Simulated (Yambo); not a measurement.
G0W0@PBEsol for NH4Br (space group P-43m, No. 215) in Yambo. Reference settings: 4×4×4 Γ-centred k mesh, 176 bands and a 7 Ry block in the screening, 176 bands in G with the Bruneval-Gonze terminator, plasmon pole fitted at 27.2 eV. The PBEsol gap Γ → Γ on this mesh is 4.01 eV; G0W0 gaps are taken between the same points.

The settings were changed. The gap went from 6.36 eV to 6.33 eV, and the shift of the valence edge from -1.52 eV to -1.40 eV.

What was changed between the two runs?
A) 110 bands in G
B) no terminator
C) 64 bands in G, no terminator
D) 3 Ry block

B, no terminator. The others gave (gap, valence shift): 3 Ry block: 6.12, -1.33 eV; 64 bands in G, no terminator: 6.17, -0.94 eV; 110 bands in G: 6.35, -1.51 eV.

Spin-orbit coupling is included.

Geometry of the Materials Project entry, not relaxed at this level; primitive cell a = 4.0001 Å, b = 4.0001 Å, c = 4.0001 Å, α = 90.00°, β = 90.00°, γ = 90.00°.

A shift is the quasiparticle energy of the state minus its PBEsol energy.
